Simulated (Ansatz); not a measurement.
Sn2Pt:
```yaml
crystal:
  lattice:
    - [0.00000, 3.23829, 3.23829]
    - [3.23829, 0.00000, 3.23829]
    - [3.23829, 3.23829, 0.00000]
  atoms:
    - { symbol: Sn, position: [0.25000, 0.25000, 0.25000] }
    - { symbol: Sn, position: [0.75000, 0.75000, 0.75000] }
    - { symbol: Pt, position: [0.00000, 0.00000, 0.00000] }
```

Relaxed with r²SCAN.

Problem. Map the electron localisation function on the plane through (0.250, 0.250, 0.250) spanned by u = [1, 0, 0] and v = [-1, 1, 1] in lattice vectors, from the program Ansatz at the r²SCAN level (PAW).

Solution. x is the fraction of u, y of v (the angle between them is 90°; rows are the nearest grid lines); atoms in the plane: Sn at (0.00, 0.00), Sn at (0.00, 0.50), Pt at (0.50, 0.75).
```
|000134454433334454431000|
|000234455444444554432000|
|223445654445544456544322|
|444445544567765445544444|
|445565446899998644565544|
|555554457999999754455555|
|555554458999999854455555|
|445565446899998644565544|
|444456545689986545654444|
|223445654445544456544322|
|001344565444444565443100|
|000234455444444554432000|
|000244444332233444442000|
|001344443211112344443100|
|223444432111111234444322|
|444443210000000012344444|
|444433110000000011334444|
|544321100000000001123445|
|544432100000000001234445|
|444433110000000011334444|
|444444321000000123444444|
|223444432111111234444322|
|000244444332233444442000|
|000134454433334454431000|
```
Scale: ten equal steps from 0.001 (start of '0') to 0.680 (end of '9'), in the order '0123456789'; x runs from 0.000 to 1.00, y from 0.000 (bottom) to 1.00 (top).

The density is the valence pseudo-density with augmentation charge, so density and ELF within about 1 Å of a nucleus are not all-electron values.

Space group Fm-3m (fluorite or antifluorite type). The workflow started from an entry of the Crystallography Open Database (COD). Its standing as an ambient phase is unchecked. The r²SCAN relaxation kept the symmetry of its start; its stability against distortions is not shown here. The run is not spin-polarised. Spin–orbit coupling is left out wherever it is not named.

Potentials: the later of the program's two PAW sets.
